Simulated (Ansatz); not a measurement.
NbAs (P-6m2), relaxed with HSE06 (Ansatz, a first-principles code, plane waves, PAW): a = b = 3.404 Å, c = 3.441 Å, α = β = 90.00°, γ = 120.00°.

- B₀ by P(V) fit (GPa): 173

**Question.** The same phase is relaxed and computed with PBE in the same code. What are the cell and these values now?

**Answer.** a = b = 3.4250 Å, c = 3.4877 Å, α = β = 90.00°, γ = 120.00°.

- B₀ by P(V) fit (GPa) = 154

Constructed cells (a structure type filled with these elements, in neither database checked): NbAs, P-6m2 (Nb on 1a, As on 1f). All cells were relaxed under the symmetry of their starts (and spin orders); stability against distortions was not tested throughout. Rows with no word on spin ran without spin polarisation. Scalar-relativistic: spin–orbit coupling is off unless named, which matters more the heavier the elements.

Potentials: the later of the program's two PAW sets.

Ansatz is a plane-wave DFT program.
